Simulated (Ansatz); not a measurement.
Crystals of one structure type (bcc (W type)), relaxed and computed with plane-wave PAW r²SCAN+D4 (Ansatz code).

```
crystal  a (Å)                               spin order and moments (μB)
-------  -----  --------------------------------------------------------
Li         ___                                        not spin-polarised
Na       4.220                                        not spin-polarised
K        5.325                                        not spin-polarised
V        2.976                                          moments vanished
Fe       2.860  ferromagnetic; net 2.65 per atom; largest site about 2.8
Nb       3.297                                        not spin-polarised
Cs       6.244                                        not spin-polarised
Ta       3.301                                        not spin-polarised
```

Task: Complete the blanks.

Result: 
- Li, a (Å): 3.473

Spin orders computed, not proven ground states: Fe, bcc (W type) ferromagnetic. Began spin-polarised and lost the moments: V, bcc (W type). All cells were relaxed under the symmetry of their starts (and spin orders); stability against distortions was not tested throughout. Rows with no word on spin ran without spin polarisation. Scalar-relativistic: spin–orbit coupling is off unless named, which matters more the heavier the elements.

Potentials: the later of the program's two PAW sets.
